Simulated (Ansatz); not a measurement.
Hg (I4/mmm), two-dimensional strain map

Computed with DFT PBEsol, scalar-relativistic, plane waves, PAW (Ansatz). The runs took a 420 eV cutoff, a Γ-centred 18×18×18 mesh and Gaussian smearing (0.15 eV). Spin–orbit coupling is left out, which can shift energies with elements as heavy as these. No spin polarisation. Energies are free energies at this smearing, counted from the undisturbed cell; pressure is positive in compression.

Zero of the scan (as given, not relaxed at this level; it stands at -3.2 GPa; this form isn't the usual structure):

```
CELL_PARAMETERS angstrom
-2.06969 2.06969 1.80226
2.06969 -2.06969 1.80226
2.06969 2.06969 -1.80226
ATOMIC_POSITIONS crystal
Hg 0.00000 0.00000 0.00000
```

The cell is strained by p along both x and y and by q along z, fractional coordinates fixed. Points are written (p, q).

Energy above the undisturbed cell in meV/atom (a dash: not computed):

| p \ q | -0.030 | -0.015 | 0.000 | 0.015 | 0.030 |
| --- | --- | --- | --- | --- | --- |
| -0.030 | -53.3 | -45.4 | -37.1 | -28.6 | -20.0 |
| -0.015 | ? | – | ? | – | – |
| 0.000 | -17.5 | – | 0.0 | – | 18.0 |
| 0.030 | ? | – | 37.5 | – | 55.5 |

(1) Fill in the withheld energies.

Answers

(1) (-0.015, -0.030): -35.8; (-0.015, 0.000): -18.9; (0.030, -0.030): 19.7.